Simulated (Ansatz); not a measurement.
## How the vibrations of Ga₂Pt change with volume

All numbers below come from DFT LDA, scalar-relativistic, plane waves, PAW (Ansatz). Cutoff 420 eV, 12×12×12 k-points (Γ-centred), Fermi-Dirac smearing of 0.15 eV. No spin polarisation. Phonons by linear response, acoustic sum rule imposed.

Relaxed structure:
```xyz
3
Lattice="0.0000 2.9357 2.9357 2.9357 0.0000 2.9357 2.9357 2.9357 0.0000" Properties=species:S:1:pos:R:3 pbc="T T T"
Ga    1.4678    1.4678    1.4678
Ga    4.4035    4.4035    4.4035
Pt    0.0000    0.0000    0.0000
```

In a metal, frequencies depend on the k mesh and the smearing, soft modes most. Spin–orbit coupling is left out, which can shift energies with elements as heavy as these.

Cells at 0.98 and 1.02 times the equilibrium volume were relaxed in shape and atoms; γ = −d ln ν / d ln V, modes matched by rank.

Problem. Give the optical frequencies at Γ (cm⁻¹) at the three volumes and the mode Grüneisen parameters.

Solution.
```tsv
0.98 V	V	1.02 V	γ	degeneracy
180	171	162	2.64	3
182	174	167	2.14	3
```

Problem. What pressures hold the two strained cells, and what bulk modulus follows?

Solution. 2.97 GPa at 0.98 V and -2.60 GPa at 1.02 V, so B = −dP/d ln V ≈ 139 GPa.